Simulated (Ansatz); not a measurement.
Here is the system:

CaO:
```cif
data_Ca4O4
_chemical_formula_sum 'Ca4 O4'
_space_group_name_H-M_alt 'Fm-3m'
_space_group_IT_number 225
_space_group_name_Hall '-F 4 2 3'
_cell_length_a 4.79492
_cell_length_b 4.79492
_cell_length_c 4.79492
_cell_angle_alpha 90.000
_cell_angle_beta 90.000
_cell_angle_gamma 90.000
loop_
_atom_site_label
_atom_site_type_symbol
_atom_site_symmetry_multiplicity
_atom_site_Wyckoff_symbol
_atom_site_fract_x
_atom_site_fract_y
_atom_site_fract_z
_atom_site_occupancy
Ca1 Ca 4 a 0.00000 0.00000 0.00000 1
O1 O 4 b 0.50000 0.50000 0.50000 1
```
(The calculation used a cell of 2 atoms; values per cell refer to that cell.)

This is the r²SCAN-relaxed structure.

Question: All from plane-wave PAW r²SCAN (Ansatz code), unless another level is named. Give the Debye temperature from the elastic constants.

Answer: 677 K.

Question: What about the elastic constants (relaxed ions, GPa)?

Answer: C11 = 232, C12 = 59.6, C44 = 79.4.

Question: Next, the vibrational entropy at 300 K?

Answer: 19.9 J/(K·mol of atoms).

Question: And the highest zone-centre frequency (without LO–TO term)?

Answer: 284 cm⁻¹.

The r²SCAN relaxation kept the symmetry of its start; phonons on a q-mesh show no instability.

Potentials: the later of the program's two PAW sets.
